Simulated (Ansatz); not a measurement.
Relaxation of CaCu₂Si₂

These are results of DFT PBEsol, scalar-relativistic, plane waves, PAW in Ansatz, not measurements. Settings: 420 eV cutoff, 10×10×4 k-mesh, Gaussian smearing of 0.10 eV, no spin polarisation.

What was changed: uniaxial strain along c, with a, b and atoms relaxed: +6.0 %.

Command:

```bash
ansatz run input.yaml --threads 1 --pin off --max-ram 2560MiB --backend cpu --events-out ev --progress --plain --runs-dir out
```

Input:

```yaml
crystal:
  lattice:
    - [3.9433952775, 0.0, 0.0]
    - [0.0, 3.9433952775, 0.0]
    - [0.0, 0.0, 10.4048452314]
  atoms:
    - { symbol: Ca, position: [0.0, 0.0, 0.0] }
    - { symbol: Ca, position: [0.5, 0.5, 0.5] }
    - { symbol: Si, position: [0.0, 0.0, 0.3818870593] }
    - { symbol: Si, position: [0.5, 0.5, 0.1181129407] }
    - { symbol: Si, position: [0.5, 0.5, 0.8818870593] }
    - { symbol: Si, position: [0.0, 0.0, 0.6181129407] }
    - { symbol: Cu, position: [0.0, 0.5, 0.25] }
    - { symbol: Cu, position: [0.5, 0.0, 0.25] }
    - { symbol: Cu, position: [0.5, 0.0, 0.75] }
    - { symbol: Cu, position: [0.0, 0.5, 0.75] }
basis:
  ecutwfc: 420
kpoints:
  mp_grid: { grid: [10, 10, 4] }
hamiltonian:
  xc: pbesol
scf:
  occupations: { method: gaussian, width: 0.1 }
output:
  forces: true
  stress: true
  eigenvalues: true
relax:
  adjacent_minimum: "off"
  f_tol: 0.008
  max_steps: 40
  cell: { stress_tol: 0.015, fix: [c, angles] }
```

F is the free energy. Steps run on the plane waves of an earlier cell, but the last one, and at times one on the way, on a freshly chosen basis, so a repeated geometry can differ a little in energy. The held parts of the cell keep their stress, so P needn't end at zero.

Steps:

| step | F − F(1) (eV) | largest force component (eV/Å) | V (Å³/atom) | P (GPa) |
| --- | --- | --- | --- | --- |
| 1 | 0.0000 | 0.059 | 16.180 | -3.21 |
| 2 | -0.0028 | 0.027 | 16.091 | -2.75 |
| 3 | -0.0030 | 0.009 | 16.074 | -2.67 |
| 4 | -0.0030 | 0.000 | 16.077 | -2.70 |
| 5 | -0.0027 | 0.000 | 16.077 | -2.70 |

Relaxed structure:

```cif
data_structure
_symmetry_space_group_name_H-M 'P 1'
_symmetry_Int_Tables_number 1
_cell_length_a 3.9308
_cell_length_b 3.9308
_cell_length_c 10.4048
_cell_angle_alpha 90.000
_cell_angle_beta 90.000
_cell_angle_gamma 90.000
_cell_volume 160.77
loop_
_atom_site_label
_atom_site_type_symbol
_atom_site_fract_x
_atom_site_fract_y
_atom_site_fract_z
_atom_site_occupancy
Ca1 Ca 0.00000 0.00000 0.00000 1
Ca2 Ca 0.50000 0.50000 0.50000 1
Si1 Si 0.00000 0.00000 0.38258 1
Si2 Si 0.50000 0.50000 0.11742 1
Si3 Si 0.50000 0.50000 0.88258 1
Si4 Si 0.00000 0.00000 0.61742 1
Cu1 Cu 0.00000 0.50000 0.25000 1
Cu2 Cu 0.50000 0.00000 0.25000 1
Cu3 Cu 0.50000 0.00000 0.75000 1
Cu4 Cu 0.00000 0.50000 0.75000 1
```

It takes space group I4/mmm (No. 139, tetragonal). Conventional cell: a = 3.931 Å, b = 3.931 Å, c = 10.405 Å, α = 90.00°, β = 90.00°, γ = 90.00°. Around Ca (site symmetry 4/mmm) lie 8 Si at 3.04 Å and 8 Cu at 3.26 Å. Si (site symmetry 4mm) has 4 Cu at 2.40 Å and 1 Si at 2.44 Å as nearest neighbours. Cu (site symmetry -4m2) is surrounded by 4 Si at 2.40 Å.

The run converged. It took 4.7 min on 1 thread of Arm Neoverse V1, on a shared host, peak memory 0.74 GiB.